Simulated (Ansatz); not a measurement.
Nb$_{3}$Si:
```yaml
crystal:
  lattice:
    - [0.00000, 3.22516, 3.22516]
    - [3.22516, 0.00000, 3.22516]
    - [3.22516, 3.22516, 0.00000]
  atoms:
    - { symbol: Si, position: [0.00000, 0.00000, 0.00000] }
    - { symbol: Nb, position: [0.50000, 0.50000, 0.50000] }
    - { symbol: Nb, position: [0.25000, 0.25000, 0.25000] }
    - { symbol: Nb, position: [0.75000, 0.75000, 0.75000] }
```

Relaxed with PBE. Special points in fractions of this cell's reciprocal vectors: Γ (0.000, 0.000, 0.000); X (0.500, 0.000, 0.500); U (0.625, 0.250, 0.625); K (0.375, 0.375, 0.750); L (0.500, 0.500, 0.500); W (0.500, 0.250, 0.750).

List the band energies nearest the Fermi level at these points for the program Ansatz at the PBE level (PAW).

In eV from the Fermi level; about four levels below and three above (degenerate sets whole), none deeper than 8.9 eV; points with the same levels are listed once.

```tsv
k	below	above
Γ	-3.58 -3.58 -0.80 -0.80 -0.80	1.28 2.30 2.30 2.30
X	-2.12 -2.12 -1.60 -1.58 -1.58	0.06 1.12 1.12
U	-1.85 -1.50 -1.08 -0.84	0.29 0.39 0.80
L	-1.70 -1.70 -0.77 -0.77	0.17 0.17 0.17
W	-1.49 -1.49 -1.29 -0.39 -0.39	0.30 1.03 2.05
```

Space group Fm-3m. A made-up cell: these elements were put on the sites of a structure type; neither database checked (COD, Materials Project) lists it. COD files the formula under space group No. 86, 221, so this cell is another polymorph or a model. Whether it is the stable phase at ambient conditions was not checked. Symmetry was held in the PBE relaxation; whether a distortion lowers the energy is not shown. No spin polarisation was allowed. Spin–orbit coupling is left out wherever it is not named.

Potentials: the later of the program's two PAW sets.
